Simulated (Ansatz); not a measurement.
YAl2Ge2:
```
YAl2Ge2
1.0
    4.23886     0.00000     0.00000
   -2.11943     3.67096     0.00000
    0.00000     0.00000     6.64804
Y Al Ge
1 2 2
Cartesian
  0.00000   0.00000   0.00000
  2.11943   1.22365   2.37098
  0.00000   2.44731   4.27706
  2.11943   1.22365   4.91711
  0.00000   2.44731   1.73093
```

This is the r²SCAN-relaxed structure.

Problem. All from r²SCAN in the plane-wave PAW code Ansatz, unless another level is named. Estimate the electronic character.

Solution. metallic (no gap).

Problem. Predict the formation energy from the elements (no fitted shifts).

Solution. -0.50 eV/atom.

Problem. Predict the density of states at the Fermi level.

Solution. 0.30 states/eV per atom (mean over ±0.08 eV).

Space group P-3m1. The workflow started from a Materials Project entry (that database holds measured and hypothetical structures alike); the Crystallography Open Database files this formula in space group No. 164, but the cells were not matched. Whether it is the stable phase at ambient conditions was not checked. The r²SCAN relaxation kept the symmetry of its start; whether a distortion lowers the energy is not shown. The run is not spin-polarised. The references are the lowest solids computed at this level, not always the standard phases. Scalar-relativistic: spin–orbit coupling is off unless named, which matters more the heavier the elements.

Potentials: the earlier of the program's two PAW sets.
